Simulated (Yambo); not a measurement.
Yambo input for NaI (rock salt, space group Fm-3m, No. 225) under isotropic strain of +1 % on all lattice vectors (a = b = c = 4.5712 Å, α = β = γ = 60.00°), on norm-conserving PBEsol (Quantum ESPRESSO, 88 Ry, scalar-relativistic) wavefunctions on a 10×10×10 mesh:

```
optics
chi
dipoles
kernel
FFTGvecs= 40 Ry
Chimod= "HARTREE"
NGsBlkXd= 4 Ry
% QpntsRXd
 1 | 1 |
%
% BndsRnXd
 2 | 46 |
%
GrFnTpXd= "R"
% EnRngeXd
 0.0 | 20.0 | eV
%
% DmRngeXd
 0.2 | 0.2 | eV
%
CGrdSpXd= 50
ETStpsXd= 161
% LongDrXd
 1.0 | 0.0 | 0.0 |
%
```

First lines of the file o-*.eps_q1_inv_rpa_dyson:

```
Absorption @ Q(1):   1.00000000     0.00000000     0.00000000    [q->0 direction]
#
# [ X ] Hartree size     :   65
# [GEN] GF Energies     : Perdew, Burke & Ernzerhof SOL(X)+Perdew, Burke & Ernzerhof SOL(C)
# [GEN] Green`s Function     : Retarded
#
# [GEN] Gauge     : Length
# [GEN] [r,Vnl] included     : yes
#
#    E[1] [eV]     Im(eps)     Re(eps)     Im(eps_o)     Re(eps_o)
#
     0.000000     0.47700E-09     3.144981     0.13700E-18     3.837453
     0.125000     0.002336     3.145707     0.003272     3.838471
     0.250000     0.004685     3.147889     0.006563     3.841528
     0.375000     0.007060     3.151540     0.009890     3.846643
     0.500000     0.009477     3.156680     0.013273     3.853843
     0.625000     0.011949     3.163338     0.016731     3.863168
     0.750000     0.014492     3.171554     0.020286     3.874672
     0.875000     0.017124     3.181377     0.023961     3.888422
     1.000000     0.019863     3.192866     0.027782     3.904498
     1.125000     0.022730     3.206094     0.031777     3.922999
     1.250000     0.025751     3.221147     0.035978     3.944041
     1.375000     0.028953     3.238126     0.040422     3.967762
     1.500000     0.032368     3.257153     0.045152     3.994322
     1.625000     0.036036     3.278368     0.050219     4.023911
     1.750000     0.040003     3.301938     0.055681     4.056751
     1.875000     0.044327     3.328062     0.061613     4.093105
     2.000000     0.049079     3.356974     0.068104     4.133281
     2.125000     0.054350     3.388957     0.075267     4.177648
     2.250000     0.060257     3.424353     0.083249     4.226650
     2.375000     0.066960     3.463579     0.092240     4.280822
     2.500000     0.074676     3.507155     0.102503     4.340827
     2.625000     0.083719     3.555738     0.114408     4.407489
     2.750000     0.094564     3.610170     0.128506     4.481857
     2.875000     0.107974     3.671559     0.145670     4.565289
     3.000000     0.125284     3.741359     0.167400     4.659554
     3.125000     0.149052     3.821371     0.196535     4.766838
     3.250000     0.184616     3.912918     0.238922     4.888884
     3.375000     0.241714     4.011329     0.305185     5.021147
     3.500000     0.316298     4.095432     0.391466     5.141706
     3.625000     0.377166     4.189219     0.465931     5.276676
     3.750000     0.490720     4.318395     0.601137     5.452112
     3.875000     0.679137     4.370450     0.818900     5.544224
     4.000000     0.777282     4.336357     0.936779     5.548940
```
(The file goes on to the top of the energy range.) Convergence of the RPA response with its 10×10×10 mesh was not tested.

Spin-orbit coupling is not included.

Geometry strained from the cell relaxed with PBEsol, atoms relaxed again.
